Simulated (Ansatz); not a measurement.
## LiVO$_{2}$: do energies and stresses tell the same story?

Method: Ansatz, DFT PBEsol, scalar-relativistic, plane waves, PAW.

Settings: cutoff 420 eV, Γ-centred mesh 18×18×18 on the computed 4-atom cell, Gaussian smearing of 0.10 eV; no spin polarisation.

Relaxed cell: R-3m, a = 2.762 Å, b = 2.762 Å, c = 14.877 Å, α = 90.00°, β = 90.00°, γ = 120.00°, 4 atoms in the primitive cell. Whether it is the stable form of this composition wasn't checked.

Energies at zero smearing and pressures from the stress tensor, at volumes with shape and atoms relaxed:
```tsv
V (Å³/atom)	E − E(first) (meV/atom)	P (GPa)
7.697	0.00	10.95
7.942	-12.05	5.01
8.188	-15.71	-0.03
8.434	-12.26	-4.30
8.679	-2.75	-7.94
```

Problem. Check P = −dE/dV between neighbouring volumes, and get the bulk modulus from the pressures alone.

Solution. With 1 eV/Å³ = 160.2 GPa:
```
middle V (Å³/atom)  −ΔE/ΔV (GPa) mean P (GPa)
             7.819         7.857         7.980
             8.065         2.388         2.490
             8.311        -2.250        -2.165
             8.556        -6.200        -6.121
```

The two differ by 0.12 GPa at most. The mean of two end pressures misses the average over a step by about ΔV² P″/12, up to 0.08 GPa here; with that taken off 0.04 GPa remains, from the smearing term (the stress is the derivative of the free energy), the finite cutoff, the mesh or the relaxation's tolerance. Around V = 8.188 Å³/atom, the two neighbours give B = −V ΔP/ΔV = 8.188 × 9.31 / 0.491 = 155.2 GPa, against B0 = 154.6 GPa from the Birch–Murnaghan fit of the energies.

Spin polarisation was left out, and a magnetic state may lie lower.

A ferromagnetic start lost its moments in a first run, so spin was left out; other magnetic orders weren't tried.

Cost: 6 runs of about 19 core-minutes in all, on Intel Xeon Processor @ 2.50GHz (Skylake/Cascade Lake) (shared hosts).